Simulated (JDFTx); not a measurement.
System: hexafluoroantimonate, SbF6 (SMILES [F][Sb-]([F])([F])([F])([F])[F]), charge -1, multiplicity 1; geometry: optimised with GFN2-xTB in vacuum (no frequencies checked; largest PBE force component 0.4 eV/Å). Bond lengths (Å): F1–Sb2 1.918, Sb2–F3 1.918, Sb2–F4 1.918, Sb2–F5 1.918, Sb2–F6 1.918, Sb2–F7 1.918. Bond angles (°): F1–Sb2–F3 90.0, F1–Sb2–F4 90.0, F1–Sb2–F5 90.0, F1–Sb2–F6 180.0, F1–Sb2–F7 90.0, F3–Sb2–F4 90.0, F3–Sb2–F5 90.0, F3–Sb2–F6 90.0, F3–Sb2–F7 180.0, F4–Sb2–F5 180.0, F4–Sb2–F6 90.0, F4–Sb2–F7 90.0, F5–Sb2–F6 90.0, F5–Sb2–F7 90.0 (the first ones only).

Level of theory: PBE, GBRV ultrasoft potentials, plane waves to 20/100 Ha; code: JDFTx (a modified build). Liquid: CANDLE, water, 2 M NaCl. The liquid run sits in a periodic box with 4.5 Å from the outermost atoms to the faces; the vacuum run is isolated. ΔG_solv is the difference of the two single-point energies, liquid minus vacuum; no corrections are added.

For an anion the vacuum reference is delicate: semilocal functionals bind the extra electron weakly. The values are those of the intact species: the continuum can't coordinate to it or react with it. Single-ion values refer to zero potential in the bulk liquid, with no surface-potential term, and depend on the box by about 0.1 eV.

| Quantity | Value |
|---|---|
| solvation energy | -51 kcal/mol |
| highest occupied level in the liquid (zero: bulk electrolyte) | -9.35 eV |
| volume of the model's cavity | 244.0 Å³ |
| rough cost, vacuum and liquid run | 5 min and 5 min of core time |
